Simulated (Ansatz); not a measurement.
Input and steps of a relaxation of cell and atoms on In3GaAs4 as one 8-atom ordering (Pmm2) on the zincblende lattice (the PAW code Ansatz, r2SCAN). It starts from the PBE minimum.

```yaml
crystal:
  lattice:
    - [4.2945347364, 0.0, 0.0]
    - [0.0, 8.598354905, 0.0]
    - [0.0, 0.0, 6.0784263471]
  atoms:
    - { symbol: Ga, position: [0.0, 0.0, -0.0030422966] }
    - { symbol: As, position: [0.5, 0.0, 0.2222338451] }
    - { symbol: In, position: [0.5, 0.2410056329, 0.4997209998] }
    - { symbol: As, position: [0.0, 0.2380407045, 0.7599578785] }
    - { symbol: In, position: [0.0, 0.5, 0.0017511823] }
    - { symbol: As, position: [0.5, 0.5, 0.2596995126] }
    - { symbol: In, position: [0.5, 0.7589943671, 0.4997209998] }
    - { symbol: As, position: [0.0, 0.7619592955, 0.7599578785] }
kpoints:
  mp_grid: { grid: [6, 4, 4] }
hamiltonian:
  xc: r2scan
scf:
  occupations: { method: fermi_dirac, width: 0.02 }
relax:
  f_tol: 0.005
  cell: {}
```

The trajectory has 6 recorded frames, each with fractional positions and then forces in eV/Å along x, y and z. The last, and any step after a large change of cell, is solved on a basis re-selected at its cell; pressure is positive in compression.

Step 1: energy 0.0 meV/atom from step 1, largest force component 0.043 eV/Å, pressure -2.12 GPa; a = 4.295 Å, b = 8.598 Å, c = 6.078 Å, α = 90.00°, β = 90.00°, γ = 90.00°
```
Ga 0.0000 0.0000 0.9970     0.000   0.000  -0.043
As 0.5000 0.0000 0.2222     0.000   0.000   0.017
In 0.5000 0.2410 0.4997     0.000   0.010  -0.001
As 0.0000 0.2380 0.7600     0.000  -0.030   0.006
In 0.0000 0.5000 0.0018     0.000   0.000   0.022
As 0.5000 0.5000 0.2597     0.000   0.000  -0.008
In 0.5000 0.7590 0.4997     0.000  -0.010  -0.001
As 0.0000 0.7620 0.7600     0.000   0.030   0.006
```

Step 2: energy -4.6 meV/atom from step 1, largest force component 0.255 eV/Å, pressure +1.36 GPa; a = 4.208 Å, b = 8.427 Å, c = 5.960 Å, α = 90.00°, β = 90.00°, γ = 90.00°
```
Ga 0.0000 0.0000 0.9968     0.000   0.000   0.007
As 0.5000 0.0000 0.2256     0.000   0.000  -0.255
In 0.5000 0.2419 0.4998     0.000   0.004   0.003
As 0.0000 0.2397 0.7586     0.000  -0.174   0.126
In 0.0000 0.5000 0.0016     0.000   0.000   0.003
As 0.5000 0.5000 0.2593     0.000   0.000  -0.013
In 0.5000 0.7581 0.4998     0.000  -0.004   0.003
As 0.0000 0.7603 0.7586     0.000   0.174   0.126
```

Step 3: energy -7.6 meV/atom from step 1, largest force component 0.047 eV/Å, pressure -0.10 GPa; a = 4.239 Å, b = 8.490 Å, c = 6.003 Å, α = 90.00°, β = 90.00°, γ = 90.00°
```
Ga 0.0000 0.0000 0.9975     0.000   0.000  -0.015
As 0.5000 0.0000 0.2209     0.000   0.000   0.047
In 0.5000 0.2407 0.4997     0.000   0.005   0.005
As 0.0000 0.2372 0.7607     0.000   0.025  -0.032
In 0.0000 0.5000 0.0012     0.000   0.000   0.006
As 0.5000 0.5000 0.2597     0.000   0.000   0.015
In 0.5000 0.7593 0.4997     0.000  -0.005   0.005
As 0.0000 0.7628 0.7607     0.000  -0.025  -0.032
```

Step 4: energy -7.7 meV/atom from step 1, largest force component 0.007 eV/Å, pressure -0.02 GPa; a = 4.238 Å, b = 8.485 Å, c = 6.001 Å, α = 90.00°, β = 90.00°, γ = 90.00°
```
Ga 0.0000 0.0000 0.9968     0.000   0.000   0.001
As 0.5000 0.0000 0.2214     0.000   0.000  -0.001
In 0.5000 0.2408 0.4998     0.000  -0.001  -0.002
As 0.0000 0.2377 0.7601     0.000  -0.004   0.006
In 0.0000 0.5000 0.0018     0.000   0.000   0.000
As 0.5000 0.5000 0.2601     0.000   0.000  -0.007
In 0.5000 0.7592 0.4998     0.000   0.001  -0.002
As 0.0000 0.7623 0.7601     0.000   0.004   0.006
```

Step 5: energy -7.7 meV/atom from step 1, largest force component 0.001 eV/Å, pressure 0.00 GPa; a = 4.238 Å, b = 8.485 Å, c = 6.000 Å, α = 90.00°, β = 90.00°, γ = 90.00°
```
Ga 0.0000 0.0000 0.9969     0.000   0.000   0.001
As 0.5000 0.0000 0.2215     0.000   0.000   0.000
In 0.5000 0.2408 0.4997     0.000   0.000   0.000
As 0.0000 0.2376 0.7602     0.000   0.000   0.000
In 0.0000 0.5000 0.0016     0.000   0.000   0.000
As 0.5000 0.5000 0.2600     0.000   0.000   0.000
In 0.5000 0.7592 0.4997     0.000   0.000   0.000
As 0.0000 0.7624 0.7602     0.000   0.000   0.000
```

Step 6: energy -7.6 meV/atom from step 1, largest force component 0.001 eV/Å, pressure 0.00 GPa; a = 4.238 Å, b = 8.485 Å, c = 6.000 Å, α = 90.00°, β = 90.00°, γ = 90.00°
```
Ga 0.0000 0.0000 0.9969     0.000   0.000   0.001
As 0.5000 0.0000 0.2215     0.000   0.000   0.000
In 0.5000 0.2408 0.4997     0.000   0.000   0.000
As 0.0000 0.2376 0.7602     0.000   0.000   0.000
In 0.0000 0.5000 0.0016     0.000   0.000   0.000
As 0.5000 0.5000 0.2600     0.000   0.000   0.000
In 0.5000 0.7592 0.4997     0.000   0.000   0.000
As 0.0000 0.7624 0.7602     0.000   0.000   0.000
```

The walk took 5 steps and changed the volume by -3.9 %. The last SCF, on a fresh basis, lies 7.6 meV an atom below the first. At the end: space group Pmm2 (No. 25), orthorhombic; a = 4.238 Å, b = 8.485 Å, c = 6.000 Å in the conventional setting, 26.97 Å³ an atom. Around Ga lie 4 As at 2.47–2.51 Å; around As lie 2 Ga at 2.51 Å and 2 In at 2.64 Å; around In lie 4 As at 2.63–2.64 Å; around As lie 1 Ga at 2.47 Å and 3 In at 2.63–2.66 Å; around In lie 4 As at 2.63–2.66 Å; around As lie 4 In at 2.63 Å.

Run as `ansatz run input.yaml --threads 2 --pin off --max-ram 20275MiB --backend cpu --events-out ev --progress --plain --runs-dir out`.

Q: It ran on 2 threads of AMD EPYC 7R13 Processor (Zen 3), on a shared host, load about 4.0 per core. About how long did it take, and how much host memory at the peak?

A: About 2.5 min, with a peak of 1.3 GiB.

No spin polarisation. The prototype was imposed, so other structures may be more stable.
